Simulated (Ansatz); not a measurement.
# Slab of fcc Cu (111), 5 layers

The slab is cut from the fcc crystal, the stable phase, as relaxed on PAW files (11.95 Å³/atom), with 16 Å of vacuum and a dipole correction:

```
CELL_PARAMETERS angstrom
2.56651 0.00000 0.00000
-1.28326 2.22267 0.00000
0.00000 0.00000 24.38220
ATOMIC_POSITIONS crystal
Cu 0.83333 0.16667 0.32811
Cu 0.16667 0.83333 0.41405
Cu 0.50000 0.50000 0.50000
Cu 0.83333 0.16667 0.58595
Cu 0.16667 0.83333 0.67189
```

Level of theory: DFT with PBE, scalar-relativistic, in Ansatz 0.2.0; a Γ-centred 15×15×1 k mesh, Fermi–Dirac smearing of 0.1 eV, no spin polarisation. LAPW: all electrons, basis error target 1 meV/atom; PAW: frozen-core files, cutoff 420 eV.

The bulk energy comes from a cell in the slab's orientation on a 15×15×5 mesh. The surface energy is (E(slab) − N·E(bulk))/2A at zero smearing, the mean of both faces; thin slabs carry quantum-size effects.

Problem. As cut, the LAPW slab lies 0.939 eV above 5 atoms of bulk. What surface energy is that?

Solution. Over two faces of 5.70 Å² it is 82.3 meV/Å², and times 16.02 J/m² per eV/Å² that gives γ = 1.318 J/m².

```csv
method,γ as cut (J/m²),γ relaxed (J/m²),Φ as cut (eV),Φ relaxed (eV)
LAPW,1.318,1.317,4.81,4.80
PAW,1.317,1.316,4.81,4.80
```

Problem. How do the spacings between the planes relax?

Solution. From the bottom face up: d12 -0.8 % of 2.096 Å, d23 -0.2 % of 2.096 Å, d34 -0.2 % of 2.096 Å, d45 -0.8 % of 2.096 Å.

Problem. What changes if the vacuum is set to 22 Å?

Solution. LAPW then gives: no gap, work function 4.80 eV; PAW: no gap, work function 4.80 eV.

Problem. A field of 0.5 V/Å is applied along the normal, atoms held. What follows?

Solution. LAPW finds an induced dipole of 0.1822 e·Å a cell (PAW 0.1820), that is 11.56 Å for 4πα over the area, against 8.34 Å between the outer atoms.

Problem. A 2p core hole is made on one atom of each kind in every 1×1 cell (PAW hole dataset, neutral cell, valence without spin). What does it cost by layer?

Solution. layer 1 936.43 eV, layer 2 936.73 eV, layer 3 936.71 eV. Shifts between layers mean more than the absolute values, and a whole layer of holes screens otherwise than one hole.

Problem. In the relaxed 1×1 cell, replace the outer, then the middle Cu by Zn, which changes a whole layer. What shift does this Z+1 picture give?

Solution. E(outer) − E(middle) = -0.26 eV by LAPW and -0.26 eV by PAW; a positive value puts the surface line at higher binding energy.
